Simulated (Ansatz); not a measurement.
Given:

SiO2:
```xyz
9
Lattice="4.9478 0.0000 0.0000 -2.4739 4.2850 0.0000 0.0000 0.0000 5.4407" Properties=species:S:1:pos:R:3 pbc="T T T"
Si     2.3270     0.0000     4.5339
Si    -1.1635     2.0153     0.9068
Si     1.3104     2.2697     2.7204
O      1.3806     1.1441     3.8875
O      3.2667     0.6235     0.2604
O      2.7745     2.5173     2.0740
O     -1.0934     3.1408     5.1803
O      0.3006     1.7677     1.5532
O      0.7928     3.6614     3.3667
```

This is the PBEsol-relaxed structure. Cartesian axes are those of the cell as given.

Task: All from DFT-PBEsol in the program Ansatz with PAW potentials, unless another level is named. Estimate the Debye temperature from the elastic constants.

Result: 542 K.

Task: Give the piezoelectric stress constants (proper, relaxed ions, C/m²).

Result: e11 = 0.17, e12 = e26 = -0.17, e14 = -0.04, e25 = 0.04.

Task: Predict the elastic constants (relaxed ions, GPa).

Result: C11 = 76.0, C12 = 4.8, C13 = 8.5, C14 = -17.7, C33 = 93.4, C44 = 53.3.

Space group P3_121. The PBEsol relaxation kept the symmetry of its start. Signs of piezoelectric constants follow the polarity of the cell as given.

Potentials: the later of the program's two PAW sets.
